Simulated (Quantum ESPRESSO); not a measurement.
## Br in KCl: quadrupolar couplings

Host, cell and atoms relaxed with PBE and no dispersion term (field gradients by PBE PAW (JTH datasets; density from pw.x of a modified build of Quantum ESPRESSO, gradients reconstructed from it by a script), 25 Ha, k-mesh 4×4×4 through Γ):

```
site                   site symmetry  Vzz (10²¹ V/m²)  η_Q  ∣C_Q∣ (MHz)
---------------------  -------------  ---------------  ---  -----------
K (atoms 1, 3, 5, 7)            m-3m                0    –      0 (³⁹K)
Cl (atoms 2, 4, 6, 8)           m-3m                0    –     0 (³⁵Cl)
```

Its cell: a = 6.3748 Å, b = 6.3748 Å, c = 6.3748 Å, α = 90.00°, β = 90.00°, γ = 90.00°.

Changed cell (atom 2 is the new one; 25 Ha, k-mesh 4×4×4 through Γ):

```
CELL_PARAMETERS angstrom
      6.46591     0.00000     0.00000
      0.00000     6.46591     0.00000
      0.00000     0.00000     6.46591
ATOMIC_POSITIONS crystal
  K  0.00000 0.00000 0.00000
  Br 0.50000 0.00000 0.00000
  K  0.00000 0.50000 0.50000
  Cl 0.50000 0.50000 0.50000
  K  0.50000 0.00000 0.50000
  Cl 0.00000 0.00000 0.50000
  K  0.50000 0.50000 0.00000
  Cl 0.00000 0.50000 0.00000
```
The cell was made here from a computed Materials Project entry: one of 4 Cl replaced by Br, cell and atoms relaxed (PBE without dispersion, pw.x of Quantum ESPRESSO, symmetry kept). The parent is KCl in Fm-3m. The swapped cell is a model, not a known phase. Stability against distortions was not tested.

Quadrupole moments taken as inputs (sizes, barn, from the tables of PySCF and pymatgen): ³⁹K 0.0585, ³⁵Cl 0.0817, ⁷⁹Br 0.313.

Principal values are ordered |Vxx| ≤ |Vyy| ≤ |Vzz|, η = (Vxx − Vyy)/Vzz, and C_Q = eQVzz/h is given by its size. Cores are frozen. Against all-electron runs on small test molecules, this scheme's |Vzz| missed by +10 % on K. Static lattice: thermal averaging is not included.

Problem. What do the sites of the changed cell show?

Solution. 
```csv
site,distance to atom 2 (Å),Vzz (10²¹ V/m²),η_Q,∣C_Q∣ (MHz)
"K1 (atoms 1, 5, 7)",3.23,-0.24,0.00,0.34
Br (atom 2),–,0,–,0
K2 (atom 3),5.60,0,–,0
"Cl (atoms 4, 6, 8)",4.57,under 0.2,–,under 0.38
```
The swap repeats in every cell, so this is an ordered compound and not a dilute impurity.
